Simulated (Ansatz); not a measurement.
## A relaxed cell of HO$_{2}$ against its rivals

Atoms and cell were relaxed at zero pressure (17.4 % in volume from the start). The relaxed cell:

```xyz
6
Lattice="1.2720 2.2032 0.0000 -1.2720 2.2032 0.0000 0.0000 0.0000 8.0416" Properties=species:S:1:pos:R:3 pbc="T T T"
H     0.0000    1.4688    2.0104
H     0.0000    2.9377    6.0312
O     0.0000    1.4688    5.3317
O     0.0000    2.9377    1.3109
O     0.0000    1.4688    6.7306
O     0.0000    2.9377    2.7099
```

Space group P6_3/mmc (No. 194); conventional cell a = 2.544 Å, b = 2.544 Å, c = 8.042 Å, α = 90.00°, β = 90.00°, γ = 120.00°.

All energies were calculated with Ansatz 0.2.0 (r2SCAN; 500 eV; 13×13×3 Γ-centred mesh; fermi-dirac occupations of width 0.100 eV). Spin: none; no U, no spin-orbit coupling.

Task: What is its formation energy?

Result: 0.879 eV an atom at 0 K against the elements' lowest computed crystals and the free molecules of gases, with no empirical correction.

Task: Does it lie on the convex hull?

Result: Among the phases that we computed and relaxed alike, the lowest mixture with other formulas is 50 % O2 + 50 % H$_{2}$O (shares of atoms). The cell lies 1402 meV an atom above it, so it would gain by splitting into them.

The start was: a known structure type with other elements put in, at an estimated volume. An invented cell need not be a known compound.

Caveats: differences under 20 meV an atom lie within the error of meshes and cutoff; the relaxation keeps the start's symmetry, so a distorted cell may lie lower; a metal without spin among anions, where moments or a distortion may lower the energy; zero-point energy is left out, some tens of meV an atom in hydrides, and rivals outside our set may lie lower; no dispersion correction, which matters between weakly bound layers.
